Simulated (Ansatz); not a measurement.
The start is a generated cell, Nb built in the dhcp structure type. A full variable-cell relaxation at zero pressure is run with r2SCAN (plane waves to 500 eV, PAW, scalar-relativistic; Ansatz, a quantum-chemistry and plane-wave program). The first steps use a coarse 13×13×4 k-mesh.

The start:
```
Nb
1.0
    2.95466     0.00000     0.00000
   -1.47733     2.55881     0.00000
    0.00000     0.00000     9.50663
Nb
4
Direct
  0.00000   0.00000   0.00000
  0.00000   0.00000   0.50000
  0.33333   0.66667   0.25000
  0.66667   0.33333   0.75000
```

Question: How large is the pressure on the unrelaxed cell, and of which sign?

Answer: +6.5 GPa (positive: the cell is compressed).

Question: How does the volume change?

Answer: +3.3 %, from 17.97 to 18.56 Å³/atom.

Question: How do the shortest distances between atoms change?

Answer: The closest pairs of elements (up to four, under 3.6 Å), start → end: Nb–Nb 2.93 → 2.86 Å.

Question: Is the relaxed structure metallic? Give its gap.

Answer: Zero (metallic).

Question: Give the final cell and atomic positions.

Answer: 
```cif
data_Nb4
_chemical_formula_sum 'Nb4'
_space_group_name_H-M_alt 'P63/mmc'
_space_group_IT_number 194
_space_group_name_Hall '-P 6c 2c'
_cell_length_a 2.85664
_cell_length_b 2.85664
_cell_length_c 10.50361
_cell_angle_alpha 90.000
_cell_angle_beta 90.000
_cell_angle_gamma 120.000
loop_
_atom_site_label
_atom_site_type_symbol
_atom_site_symmetry_multiplicity
_atom_site_Wyckoff_symbol
_atom_site_fract_x
_atom_site_fract_y
_atom_site_fract_z
_atom_site_occupancy
Nb1 Nb 2 a 0.00000 0.00000 0.00000 1
Nb2 Nb 2 c 0.33333 0.66667 0.25000 1
```

The space group stays P6₃/mmc (No. 194) (the run could not lower it); the end is AFLOW prototype A_hP4_194_ac (A3', as in La), with 4 atoms in the primitive cell. Final values are on a 19×19×5 k-mesh of the relaxed cell. No spin polarisation in the result.

The run could not lower the symmetry of its start; a shaken copy of this end point relaxes with r2SCAN to R-3m (No. 166) at a tolerance of 0.01 Å, Im-3m (No. 229) at 0.1 Å, 0.30 eV/atom lower.

The relaxed structure here is a generated cell of Nb: the first start was made by placing the elements on the sites of a structure type, and the end was not matched to a known phase here, so it may be hypothetical. Known forms of Nb include space group No. 229.
